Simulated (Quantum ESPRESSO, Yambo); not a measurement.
KOH (space group P2_1/c, No. 14): one geometry, one set of PBEsol (pw.x of Quantum ESPRESSO, ONCV potentials, without SOC) orbitals, self-energies from Yambo (2×4×2 Γ-centred k mesh, 179 bands and a 6 Ry block in the screening, 179 bands in G with the Bruneval-Gonze terminator, plasmon pole fitted at 27.2 eV).

```csv
level,"gap (-0.5, 0, 0) → Γ (eV)",direct gap at Γ (eV)
PBEsol (Quantum ESPRESSO),3.86,3.86
exchange only (Hartree-Fock self-energy on PBEsol orbitals),(withheld),(withheld)
static COHSEX@PBEsol,(withheld),(withheld)
"G0W0@PBEsol, plasmon pole",6.39,6.41
```

### Question
What belongs in the gaps?

### Answer

- exchange only (Hartree-Fock self-energy on PBEsol orbitals), gap (-0.5, 0, 0) → Γ (eV): 14.01
- exchange only (Hartree-Fock self-energy on PBEsol orbitals), direct gap at Γ (eV): 14.01
- static COHSEX@PBEsol, gap (-0.5, 0, 0) → Γ (eV): 7.33
- static COHSEX@PBEsol, direct gap at Γ (eV): 7.34

Bare exchange has no screening and gives the widest gap; static COHSEX screens it but leaves out the frequency dependence, which G0W0 restores.

Nearest settings tried, and what they do to the gap: 76 bands in G: +25 meV; 90 bands in W: +147 meV; 2×2×1 mesh: +25 meV. Not varied: block. So the settings aren't converged at that level.

Geometry of the Materials Project entry, not relaxed at this level; primitive cell a = 5.647 Å, b = 3.968 Å, c = 7.852 Å, α = γ = 90.00°, β = 112.62°.
